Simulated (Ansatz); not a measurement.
W:
```
W
1.0
   -1.58447     1.58447     1.58447
    1.58447    -1.58447     1.58447
    1.58447     1.58447    -1.58447
W
1
Direct
  0.00000   0.00000   0.00000
```

Relaxed with plane-wave PAW r²SCAN (Ansatz code). Indices refer to the conventional cell of Im-3m, a = b = c = 3.169 Å, α = β = γ = 90.00°.

Simulate the powder diffraction pattern (Co Kα, λ = 1.79026 Å; lines above 1 %) up to 2θ = 90°.

Simulated powder pattern, Co Kα, λ = 1.79026 Å (kinematic, ideal powder, no thermal factors, no anomalous dispersion; the 30 strongest lines at most, above 1 %, up to 2θ = 90°):

| 2θ (°) | d (Å) | I/Imax (%) | hkl |
|---|---|---|---|
| 47.09 | 2.241 | 100 | (110) |
| 68.80 | 1.584 | 17 | (200) |
| 87.56 | 1.294 | 39 | (211) |

The r²SCAN relaxation kept the symmetry of its start. No spin polarisation was allowed. Spin–orbit coupling is left out wherever it is not named.

Potentials: the earlier of the program's two PAW sets.
